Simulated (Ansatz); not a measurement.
A relaxation computed with Ansatz, from input to last step.

```yaml
crystal:
  lattice:
    - [2.4802863851, 0.0, 0.0]
    - [-1.2401431926, 2.1479910182, 0.0]
    - [0.0, 0.0, 21.6053847528]
  atoms:
    - { symbol: C, position: [0.0, 0.0, 0.9189791269] }
    - { symbol: C, position: [0.3333333333, 0.6666666667, 0.918975824] }
    - { symbol: C, position: [0.0, 0.0, 0.7476908427] }
    - { symbol: C, position: [0.3333333333, 0.6666666667, 0.7476875398] }
    - { symbol: C, position: [0.6666666667, 0.3333333333, 0.2523124602] }
    - { symbol: C, position: [0.0, 0.0, 0.2523091573] }
    - { symbol: C, position: [0.6666666667, 0.3333333333, 0.081024176] }
    - { symbol: C, position: [0.0, 0.0, 0.0810208731] }
    - { symbol: C, position: [0.3333333333, 0.6666666667, 0.5856457936] }
    - { symbol: C, position: [0.6666666667, 0.3333333333, 0.5856424906] }
    - { symbol: C, position: [0.3333333333, 0.6666666667, 0.4143575094] }
    - { symbol: C, position: [0.6666666667, 0.3333333333, 0.4143542064] }
basis:
  ecutwfc: 500
kpoints:
  mp_grid: { grid: [18, 18, 2] }
hamiltonian:
  xc: r2scan
scf:
  occupations: { method: gaussian, width: 0.01 }
output:
  forces: true
  stress: true
  eigenvalues: true
relax:
  adjacent_minimum: "off"
  f_tol: 0.008
  max_steps: 40
  cell: { stress_tol: 0.015, fix: [a, b, gamma] }
```

```bash
ansatz run input.yaml --threads 1 --pin off --max-ram 2560MiB --backend cpu --events-out ev --progress --plain --runs-dir out
```

All numbers below come from DFT r2SCAN, scalar-relativistic, plane waves, PAW in Ansatz.

Of 6 frames 5 are shown, positions in Å and forces in eV/Å; the SCF threshold varies from step to step. Steps run on the plane waves of an earlier cell, with a Pulay correction in the pressure. The basis is chosen afresh for the last frame, the zero of the energies, and at times for earlier ones too; energy and pressure step there, also at an unchanged geometry.

```xyz
12
Lattice="2.4803 0.0000 0.0000 -1.2401 2.1480 0.0000 0.0000 0.0000 21.6054" Properties=species:S:1:pos:R:3:forces:R:3 pbc="T T T" step=1 free_energy_over_end_meV_per_atom=0.06 pressure_GPa=-7.54
C     0.0000    0.0000   19.8549    0.0000    0.0000    0.0005
C     0.0000    1.4320   19.8548    0.0000    0.0000   -0.0009
C     0.0000    0.0000   16.1541    0.0000    0.0000    0.0009
C     0.0000    1.4320   16.1541    0.0000    0.0000   -0.0005
C     1.2401    0.7160    5.4513    0.0000    0.0000    0.0005
C     0.0000    0.0000    5.4512    0.0000    0.0000   -0.0009
C     1.2401    0.7160    1.7506    0.0000    0.0000    0.0009
C     0.0000    0.0000    1.7505    0.0000    0.0000   -0.0005
C     0.0000    1.4320   12.6531    0.0000    0.0000    0.0005
C     1.2401    0.7160   12.6530    0.0000    0.0000   -0.0009
C     0.0000    1.4320    8.9524    0.0000    0.0000    0.0009
C     1.2401    0.7160    8.9523    0.0000    0.0000   -0.0005
12
Lattice="2.4803 0.0000 0.0000 -1.2401 2.1480 0.0000 0.0000 0.0000 21.7445" Properties=species:S:1:pos:R:3:forces:R:3 pbc="T T T" step=2 free_energy_over_end_meV_per_atom=0.02 pressure_GPa=-7.53
C     0.0000    0.0000   19.9811    0.0000    0.0000    0.0002
C     0.0000    1.4320   19.9810    0.0000    0.0000    0.0013
C     0.0000    0.0000   16.2598    0.0000    0.0000   -0.0013
C     0.0000    1.4320   16.2596    0.0000    0.0000   -0.0002
C     1.2401    0.7160    5.4848    0.0000    0.0000    0.0002
C     0.0000    0.0000    5.4847    0.0000    0.0000    0.0013
C     1.2401    0.7160    1.7635    0.0000    0.0000   -0.0013
C     0.0000    0.0000    1.7633    0.0000    0.0000   -0.0002
C     0.0000    1.4320   12.7330    0.0000    0.0000    0.0002
C     1.2401    0.7160   12.7329    0.0000    0.0000    0.0013
C     0.0000    1.4320    9.0116    0.0000    0.0000   -0.0013
C     1.2401    0.7160    9.0115    0.0000    0.0000   -0.0002
12
Lattice="2.4803 0.0000 0.0000 -1.2401 2.1480 0.0000 0.0000 0.0000 21.8373" Properties=species:S:1:pos:R:3:forces:R:3 pbc="T T T" step=3 free_energy_over_end_meV_per_atom=0.03 pressure_GPa=-7.51
C     0.0000    0.0000   20.0774    0.0000    0.0000   -0.0021
C     0.0000    1.4320   20.0773    0.0000    0.0000   -0.0034
C     0.0000    0.0000   16.3181    0.0000    0.0000    0.0034
C     0.0000    1.4320   16.3181    0.0000    0.0000    0.0021
C     1.2401    0.7160    5.5192    0.0000    0.0000   -0.0021
C     0.0000    0.0000    5.5191    0.0000    0.0000   -0.0034
C     1.2401    0.7160    1.7600    0.0000    0.0000    0.0034
C     0.0000    0.0000    1.7599    0.0000    0.0000    0.0021
C     0.0000    1.4320   12.7983    0.0000    0.0000   -0.0021
C     1.2401    0.7160   12.7982    0.0000    0.0000   -0.0034
C     0.0000    1.4320    9.0390    0.0000    0.0000    0.0034
C     1.2401    0.7160    9.0390    0.0000    0.0000    0.0021
12
Lattice="2.4803 0.0000 0.0000 -1.2401 2.1480 0.0000 0.0000 0.0000 21.8437" Properties=species:S:1:pos:R:3:forces:R:3 pbc="T T T" step=4 free_energy_over_end_meV_per_atom=0.02 pressure_GPa=-7.51
C     0.0000    0.0000   20.0743    0.0000    0.0000    0.0008
C     0.0000    1.4320   20.0742    0.0000    0.0000   -0.0003
C     0.0000    0.0000   16.3319    0.0000    0.0000    0.0003
C     0.0000    1.4320   16.3319    0.0000    0.0000   -0.0008
C     1.2401    0.7160    5.5118    0.0000    0.0000    0.0008
C     0.0000    0.0000    5.5117    0.0000    0.0000   -0.0003
C     1.2401    0.7160    1.7695    0.0000    0.0000    0.0003
C     0.0000    0.0000    1.7694    0.0000    0.0000   -0.0008
C     0.0000    1.4320   12.7930    0.0000    0.0000    0.0008
C     1.2401    0.7160   12.7930    0.0000    0.0000   -0.0003
C     0.0000    1.4320    9.0507    0.0000    0.0000    0.0003
C     1.2401    0.7160    9.0506    0.0000    0.0000   -0.0008
12
Lattice="2.4803 0.0000 0.0000 -1.2401 2.1480 0.0000 0.0000 0.0000 21.8299" Properties=species:S:1:pos:R:3:forces:R:3 pbc="T T T" step=6 free_energy_over_end_meV_per_atom=0.00 pressure_GPa=-7.51
C     0.0000    0.0000   20.0623    0.0000    0.0000   -0.0002
C     0.0000    1.4320   20.0622    0.0000    0.0000    0.0003
C     0.0000    0.0000   16.3210    0.0000    0.0000   -0.0003
C     0.0000    1.4320   16.3209    0.0000    0.0000    0.0002
C     1.2401    0.7160    5.5090    0.0000    0.0000   -0.0002
C     0.0000    0.0000    5.5089    0.0000    0.0000    0.0003
C     1.2401    0.7160    1.7677    0.0000    0.0000   -0.0003
C     0.0000    0.0000    1.7676    0.0000    0.0000    0.0002
C     0.0000    1.4320   12.7857    0.0000    0.0000   -0.0002
C     1.2401    0.7160   12.7855    0.0000    0.0000    0.0003
C     0.0000    1.4320    9.0444    0.0000    0.0000   -0.0003
C     1.2401    0.7160    9.0442    0.0000    0.0000    0.0002
```

It took 4.4 min on 1 thread of Arm Neoverse V1 (shared host), peak memory 0.82 GiB.

The cell holds layers, and r2SCAN describes their binding at middle range but leaves out its long-range dispersion part.